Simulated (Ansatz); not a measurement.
Values for one crystal, relaxed and computed with PBEsol in the plane-wave PAW code Ansatz; other levels are named.

| Item | Value |
|---|---|
| Volume per atom | 11.90 Å³ |
| Band gap | 2.31 eV (indirect) |
| Bulk modulus (Birch–Murnaghan fit) | 138 GPa |
| Young's modulus | 273 GPa |
| Hill bulk and shear moduli | 144 and 115 GPa |
| Formation energy from the elements (no fitted shifts) | -2.66 eV/atom |
| Debye temperature from the elastic constants | 582 K |

### Question
Which of these materials gives this?
A. In2O3, bixbyite
B. ZnSO4, F-43m (Zn on 4c, S on 4a, O on 16e)
C. Mg3CdO4, Pm-3m (Mg on 3c, Cd on 1a, O on 3d, O on 1b)
D. NaTaO3, P4/mbm (Na on 2c, Ta on 2a, O on 4g, O on 2b)

### Answer
D, NaTaO3, P4/mbm (Na on 2c, Ta on 2a, O on 4g, O on 2b)

The workflow started from a Materials Project entry (that database holds measured and hypothetical structures alike); the Crystallography Open Database files this formula in space group No. 127, but the cells were not matched. Its standing as an ambient phase is unchecked. The PBEsol relaxation kept the symmetry of its start; its stability against distortions is not shown here. The run is not spin-polarised. The references are the lowest solids computed at this level, not always the standard phases (solids in place of the gases). Scalar-relativistic: spin–orbit coupling is off unless named, which matters more the heavier the elements.

Potentials: the later of the program's two PAW sets.
